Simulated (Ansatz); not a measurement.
Polymorphs of TaTe, each relaxed with the program Ansatz at the r²SCAN level (PAW):

A: Cmcm
a = 3.630 Å, b = 10.123 Å, c = 4.734 Å, α = 90.00°, β = 90.00°, γ = 90.00°

```csv
atom,site,symmetry,x,y,z
Te,4c,m2m,0.0000,0.3637,0.2500
Ta,4c,m2m,0.0000,0.0772,0.2500
```

B: Pmma
a = 4.7914 Å, b = 3.3967 Å, c = 4.9014 Å, α = β = γ = 90.00°

```csv
atom,site,symmetry,x,y,z
Ta,2e,mm2,0.7500,0.0000,0.2199
Te,2f,mm2,0.2500,0.5000,0.2569
```

Q: Order them by energy per atom at 0 K (lowest first) at the level r²SCAN.

A: A (+0 meV/atom), B (+146 meV/atom)

Typed or built starts, not in the databases checked: A; B. All cells were relaxed under the symmetry of their starts (and spin orders); stability against distortions was not tested throughout. Rows with no word on spin ran without spin polarisation. Scalar-relativistic: spin–orbit coupling is off unless named, which matters more the heavier the elements.

Energies hold the estimated change up to a 700 eV cutoff; steps of a few meV lie near the error of the meshes.

Potentials: the earlier of the program's two PAW sets.
